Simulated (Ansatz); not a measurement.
Pt (fcc, Cu type)

```
Pt
1.0
    0.00000     1.95913     1.95913
    1.95913     0.00000     1.95913
    1.95913     1.95913     0.00000
Pt
1
Cartesian
  0.00000   0.00000   0.00000
```

The slice is a {110} plane (indices of the conventional cell) through the point (0.000, 0.000, 0.000) (fractional), spanned by u = [100] and v = [1 -1 -1] in vectors of this cell: u (2.77 Å) and v (3.92 Å, at 90° to u). It covers one period; positions are fractions (u, v).

Method: PBEsol (plane waves to 420 eV, PAW, scalar-relativistic; Ansatz, a first-principles code). k mesh 20×20×20. Inside the PAW spheres the values are not all-electron values, and peaks at nuclei hang on which shells count as valence. Pt is run without spin polarisation. Pt was relaxed with its symmetry unable to fall. Spin-orbit coupling is left out, though Pt is heavy.

### Question
What is the ELF at the midpoint of the shortest Pt–Pt line in this plane (2.77 Å)?

### Answer
0.3.

### Question
What is the valence density on the shortest Pt–Pt line in this plane (2.77 Å), at its midpoint?

### Answer
0.38 e/Å³.

### Question
Predict the map of the valence electron density on the slice.

### Answer
```tsv
v \ u	0.00	0.18	0.35	0.53	0.71	0.88
0.88	0.9	0.5	-0.2	-0.5	0.0	0.7
0.75	0.0	-0.2	-0.5	-0.6	-0.4	-0.1
0.62	-0.7	-0.6	-0.5	-0.5	-0.6	-0.7
0.50	-0.9	-0.7	-0.5	-0.4	-0.6	-0.8
0.38	-0.7	-0.6	-0.5	-0.5	-0.6	-0.7
0.25	0.0	-0.2	-0.5	-0.6	-0.4	-0.1
0.12	0.9	0.5	-0.2	-0.5	0.0	0.7
0.00	1.1	0.9	0.0	-0.4	0.3	1.0
```

Values: log₁₀ of the valence density in e/Å³. The scale is logarithmic, as a density can span decades between atoms and voids.
